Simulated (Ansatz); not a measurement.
**Is this Li2Rh structure a true minimum?**

The cell was found from a structure generator's guess, not taken from experiment.

These are results of DFT PBE, scalar-relativistic, plane waves, PAW in Ansatz 0.2.0, not measurements. Settings: cutoff 420 eV, Γ-centred mesh 21×21×8 on the computed 3-atom cell, Gaussian smearing of 0.10 eV; no spin polarisation.

The cell below (3 atoms, space group P-3m1 (No. 164)) is relaxed within its symmetry.

```cif
data_structure
_symmetry_space_group_name_H-M 'P 1'
_symmetry_Int_Tables_number 1
_cell_length_a 2.7225
_cell_length_b 2.7225
_cell_length_c 6.8815
_cell_angle_alpha 90.000
_cell_angle_beta 90.000
_cell_angle_gamma 120.000
_cell_volume 44.17
loop_
_atom_site_label
_atom_site_type_symbol
_atom_site_fract_x
_atom_site_fract_y
_atom_site_fract_z
_atom_site_occupancy
Li1 Li 0.33333 0.66667 0.30083 1
Li2 Li 0.66667 0.33333 0.69917 1
Rh1 Rh 0.00000 0.00000 0.00000 1
```

For the test a repeat of it with 6 atoms (edges 2.72, 4.72, 6.88 Å) was strained at random (σ = 1.5 % a component), the atoms were moved at random (σ = 0.10 Å), and all was relaxed again on a coarse 8×6×4 mesh (in the run’s order of axes) with 0.20 eV smearing, with no symmetry imposed.

**Question.** Does it come back?

**Answer.** It returns, within 1 meV/atom of the unmoved cell on that mesh and with the same symmetry when read at 0.1 Å (P-1 at 0.01 Å, so small strains and shifts remain). So it is stable against the distortions that fit this cell and that this random move excites. Modes that don't fit the cell aren't tested.
